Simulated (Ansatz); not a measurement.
## Slab of bcc W (111), 5 layers

The slab is cut from the bcc crystal, the stable phase, as relaxed on PAW files (16.13 Å³/atom), with 16 Å of vacuum and a dipole correction:

```
CELL_PARAMETERS angstrom
4.50203 0.00000 0.00000
-2.25102 3.89888 0.00000
0.00000 0.00000 19.67590
ATOMIC_POSITIONS crystal
W 0.83333 0.16667 0.40659
W 0.16667 0.83333 0.45329
W 0.50000 0.50000 0.50000
W 0.83333 0.16667 0.54671
W 0.16667 0.83333 0.59341
```

All numbers are PBE results (scalar-relativistic) from Ansatz 0.2.0, with a Γ-centred 9×9×1 k mesh, Fermi–Dirac smearing of 0.08 eV, no spin polarisation. Methods: LAPW: all electrons, basis error target 1 meV/atom; PAW: frozen-core files, cutoff 420 eV.

The bulk energy comes from a cell in the slab's orientation on a 9×9×13 mesh. The surface energy is (E(slab) − N·E(bulk))/2A at zero smearing, the mean of both faces; thin slabs carry quantum-size effects.

Spin–orbit coupling is left out, which matters for the heavy atoms.

Problem. As cut, the LAPW slab lies 8.755 eV above 5 atoms of bulk. What surface energy is that?

Solution. Over two faces of 17.55 Å² it is 249.4 meV/Å², and times 16.02 J/m² per eV/Å² that gives γ = 3.995 J/m².

Problem. What do relaxation and the other method give?

Solution. 

```
method  γ as cut (J/m²)  γ relaxed (J/m²)
  LAPW            3.995             3.502
   PAW            4.002             3.504
```

Problem. How do the spacings between the planes relax?

Solution. From the bottom face up: d12 -22.1 % of 0.919 Å, d23 -6.1 % of 0.919 Å, d34 -6.1 % of 0.919 Å, d45 -22.1 % of 0.919 Å.

Problem. Where do the band edges lie?

Solution. On the k mesh: gap 0.10 eV, valence top 4.00 eV below the vacuum level.

Problem. What changes if the images along the normal are cut off in place of the dipole correction?

Solution. LAPW then gives: gap 0.10 eV, valence top 4.00 eV below the vacuum level; PAW: gap 0.10 eV, valence top 4.00 eV below the vacuum level.

Problem. A 4f core hole is made on one atom of each kind in every 1×1 cell (PAW hole dataset, neutral cell, valence without spin). What does it cost by layer?

Solution. layer 1 32.16 eV, layer 2 32.14 eV, layer 3 32.61 eV. Shifts between layers mean more than the absolute values, and a whole layer of holes screens otherwise than one hole.

Problem. In the relaxed 1×1 cell, replace the outer, then the middle W by Re, which changes a whole layer. What shift does this Z+1 picture give?

Solution. E(outer) − E(middle) = -0.40 eV by LAPW and -0.40 eV by PAW; a positive value puts the surface line at higher binding energy.
